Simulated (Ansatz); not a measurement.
**Surface calculation: diamond Ge (111), 4 layers**

The slab is cut from the diamond crystal, the stable phase, as relaxed on PAW files (22.85 Å³/atom), with 16 Å of vacuum and a dipole correction:

```yaml
crystal:
  lattice:
    - [4.01328, 0.00000, 0.00000]
    - [-2.00664, 3.47560, 0.00000]
    - [0.00000, 0.00000, 20.09600]
  atoms:
    - { symbol: Ge, position: [0.16667, 0.33333, 0.39809] }
    - { symbol: Ge, position: [0.50000, 0.00000, 0.43885] }
    - { symbol: Ge, position: [0.50000, 0.00000, 0.56115] }
    - { symbol: Ge, position: [0.83333, 0.66667, 0.60191] }
```

All numbers are PBEsol results (scalar-relativistic) from Ansatz 0.2.0, with a Γ-centred 9×9×1 k mesh, Fermi–Dirac smearing of 0.02 eV, no spin polarisation. Methods: LAPW: all electrons, basis error target 1 meV/atom; PAW: frozen-core files, cutoff 420 eV.

The bulk energy comes from a cell in the slab's orientation on a 9×9×3 mesh. The surface energy is (E(slab) − N·E(bulk))/2A at zero smearing, the mean of both faces; thin slabs carry quantum-size effects.

The PAW files were made under PBE. Real surfaces of this kind reconstruct, which a 1×1 cell forbids.

As cut, the LAPW slab lies 1.732 eV above 4 atoms of bulk. What surface energy is that?

Over two faces of 13.95 Å² it is 62.1 meV/Å², and times 16.02 J/m² per eV/Å² that gives γ = 0.995 J/m².

What do relaxation and the other method give, and what work function comes out?



```json
{"method": "LAPW", "γ as cut (J/m²)": "0.995", "γ relaxed (J/m²)": "0.964", "Φ as cut (eV)": "4.60", "Φ relaxed (eV)": "4.72"}
{"method": "PAW", "γ as cut (J/m²)": "0.995", "γ relaxed (J/m²)": "0.964", "Φ as cut (eV)": "4.60", "Φ relaxed (eV)": "4.72"}
```

How do the spacings between the planes relax?

From the bottom face up: d12 -8.2 % of 0.819 Å, d23 +6.4 % of 2.458 Å, d34 -8.2 % of 0.819 Å.

What changes if the vacuum is set to 22 Å?

LAPW then gives: no gap, work function 4.72 eV; PAW: no gap, work function 4.72 eV.

A field of 0.1 V/Å is applied along the normal, atoms held. What follows?

LAPW finds an induced dipole of 0.0542 e·Å a cell (PAW 0.0542), that is 7.03 Å for 4πα over the area, against 4.12 Å between the outer atoms.

A 2p core hole is made on one atom of each kind in every 1×1 cell (PAW hole dataset, neutral cell, valence without spin). What does it cost by layer?

layer 1 1221.67 eV, layer 2 1222.07 eV. Shifts between layers mean more than the absolute values, and a whole layer of holes screens otherwise than one hole.
